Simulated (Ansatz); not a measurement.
The relaxed structure here is a generated cell of TiAl: the first start was made by placing the elements on the sites of a structure type, and the end was not matched to a known phase here, so it may be hypothetical. Known forms of TiAl include space group No. 123.

One stationary structure of TiAl. Space group R-3m (No. 166), AFLOW prototype AB_hR2_166_a_b (L1_1, as in CuPt). Level of theory: r2SCAN (plane waves to 500 eV, PAW, scalar-relativistic; Ansatz, an electronic-structure program).

```cif
data_Al3Ti3
_chemical_formula_sum 'Al3 Ti3'
_space_group_name_H-M_alt 'R-3m :H'
_space_group_IT_number 166
_space_group_name_Hall '-R 3 2"'
_cell_length_a 2.87115
_cell_length_b 2.87115
_cell_length_c 13.96133
_cell_angle_alpha 90.000
_cell_angle_beta 90.000
_cell_angle_gamma 120.000
loop_
_atom_site_label
_atom_site_type_symbol
_atom_site_symmetry_multiplicity
_atom_site_Wyckoff_symbol
_atom_site_fract_x
_atom_site_fract_y
_atom_site_fract_z
_atom_site_occupancy
Al1 Al 3 a 0.00000 0.00000 0.00000 1
Ti1 Ti 3 b 0.00000 0.00000 0.50000 1
```
(The calculation used a cell of 2 atoms; values per cell refer to that cell.)

| Item | Result |
|---|---|
| Volume per atom | 16.61 Å³ |
| Density | 3.74 g/cm³ |
| Band gap | zero (metallic) |
| Shortest distances | Al–Ti 2.86 Å; Al–Al 2.87 Å; Ti–Ti 2.87 Å |
| k-mesh | 19×19×19 |

Band energies at high-symmetry points (eV from the Fermi level; labels of this space group; no spin-orbit coupling), from −5 eV up to 3.4 eV:

| point | energies |
|---|---|
| Γ | -2.58 -2.26 1.29 1.29 2.87 2.87 |
| T | -0.61 1.29 1.29 2.93 2.93 |
| H2 | -2.74 -1.83 -1.70 -0.72 0.47 1.15 |
| H0 | -2.74 -1.83 -1.70 -0.72 0.47 1.15 |
| L | -4.18 -2.99 -2.17 -0.54 2.00 2.93 |
| S0 | -2.44 -1.97 -1.82 -0.72 0.25 1.40 3.13 |
| S2 | -2.44 -1.97 -1.82 -0.72 0.25 1.40 3.13 |
| F | -4.03 -3.16 -1.78 0.19 0.51 2.23 |

No spin polarisation in the result.

The run could not lose the symmetry of its start: the end is stationary, and may be a saddle point rather than a minimum.

All atoms sit on sites fixed by symmetry, so only the cell could relax.
